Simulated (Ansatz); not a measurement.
TiB₂ in space group P6/mmm (No. 191; Ti on 1a, B on 2d) at seven volumes, r²SCAN (plane waves, PAW; program Ansatz), shape and atoms relaxed at each. One row is withheld.

```csv
V (Å³/atom),P (GPa)
7.746,29.15
8.001,17.95
8.256,?
8.512,-0.02
8.767,-7.20
9.022,-13.41
9.278,-18.77
```

Q: Fit the shown pressures and predict the withheld one.

A: P = (3/2)B₀(x^(7/2) − x^(5/2))[1 + (3/4)(B′ − 4)(x − 1)] with x = (V₀/V)^(2/3). Least squares on the six rows gives V₀ = 8.511 Å³/atom, B₀ = 258 GPa, B′ = 3.90. At V = 8.256, x = 1.0205 and P = 8.33 GPa. The run itself gave 8.30 GPa.

The cell was relaxed with r²SCAN under the symmetry of its start. The run is not spin-polarised.

Potentials: the later of the program's two PAW sets.
